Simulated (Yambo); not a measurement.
Yambo run on SiC (2H, space group P6_3mc, No. 186). The wavefunctions come from this Quantum ESPRESSO step (PBE, PseudoDojo standard norm-conserving files, scalar-relativistic):

```
&CONTROL
  calculation = 'nscf'
  pseudo_dir = './pseudo'
  outdir = './out'
/
&SYSTEM
  ibrav = 0
  nat = 4
  ntyp = 2
  ecutwfc = 82.0
  ecutrho = 328.0
  occupations = 'fixed'
  force_symmorphic = .true.
  nbnd = 77
/
&ELECTRONS
  conv_thr = 4e-09
  diago_full_acc = .true.
  diago_thr_init = 1e-08
/
ATOMIC_SPECIES
C 12.0110 C.upf
Si 28.0850 Si.upf
CELL_PARAMETERS angstrom
  3.073510113000   0.000000000000   0.000000000000
 -1.536755057000   2.661737837000   0.000000000000
  0.000000000000   0.000000000000   5.045250000000
ATOMIC_POSITIONS crystal
C   0.333333333000   0.666666667000   0.875400000000
C   0.666666667000   0.333333333000   0.375400000000
Si   0.333333333000   0.666666667000   0.499600000000
Si   0.666666667000   0.333333333000   0.999600000000
K_POINTS automatic
6 6 4 0 0 0
```

Yambo input:

```
rim_cut
gw0
dyson
el_el_corr
HF_and_locXC
ppa
em1d
RandQpts= 1000000
RandGvec= 1 Ry
EXXRLvcs= 82 Ry
VXCRLvcs= 328 Ry
Chimod= "HARTREE"
% BndsRnXp
 1 | 76 |
%
NGsBlkXp= 8 Ry
% LongDrXp
 1.0 | 1.0 | 1.0 |
%
PPAPntXp= 27.2114 eV
% GbndRnge
 1 | 76 |
%
GTermKind= "BG"
DysSolver= "n"
ExtendOut
% QPkrange
 1 | 1 | 8 | 9 |
 3 | 3 | 8 | 9 |
 10 | 10 | 8 | 9 |
 12 | 12 | 8 | 9 |
 19 | 19 | 8 | 9 |
 21 | 21 | 8 | 9 |
%
```

k points by index: 1 = Γ, 3 = A, 10 = M, 12 = L, 19 = K, 21 = H.

Resulting energies as the program prints them:

```
#    K-point    Band    Eo [eV]    E [eV]    E-Eo [eV]    Vxc [eV]    Vnlxc [eV]    Sc|Eo [eV]    Sc|E [eV]    dSc/dw|Eo [eV]    Re(Z)    Im(Z)
#
    1    8    0.000000    -0.401552    -0.401552    -15.02853    -17.55645    2.025517    2.126368    -6.832988    0.799290    -0.001129
    1    9    4.823628    5.279125    0.455496    -12.16254    -7.046411    -4.554837    -4.660632    -6.318849    0.811546    -0.001094
    3    8    -0.712571    -1.218919    -0.506348    -14.69810    -17.54593    2.213117    2.341482    -6.897288    0.797783    -0.001149
    3    9    5.915716    6.370119    0.454404    -12.02459    -6.674803    -4.788100    -4.895387    -6.423257    0.809027    -0.001121
    10    8    -1.198122    -1.760652    -0.562530    -14.52125    -17.56282    2.335009    2.479041    -6.966284    0.796173    -0.001166
    10    9    2.789983    3.102719    0.312736    -10.57822    -6.105113    -4.093993    -4.160367    -5.773702    0.824959    -0.001027
    12    8    -2.336676    -2.997055    -0.660379    -14.02572    -17.39730    2.538738    2.711197    -7.105299    0.792947    -0.001203
    12    9    3.294335    3.591108    0.296772    -10.94225    -6.400440    -4.179754    -4.245033    -5.983713    0.819740    -0.001060
    19    8    -3.839772    -4.636729    -0.796957    -13.15089    -17.10983    2.946739    3.161979    -7.348074    0.787376    -0.001367
    19    9    2.278900    2.503173    0.224273    -9.906794    -5.680973    -3.954974    -4.001548    -5.648825    0.828094    -0.001020
    21    8    -1.740961    -2.358985    -0.618024    -14.27461    -17.46447    2.412390    2.571833    -7.019184    0.794942    -0.001179
    21    9    5.085833    5.513461    0.427628    -11.43291    -6.366158    -4.543177    -4.639121    -6.103810    0.816785    -0.001074
```
(The two width columns are left out.) Convergence of these settings isn't established.

Geometry of the Materials Project entry, not relaxed at this level.
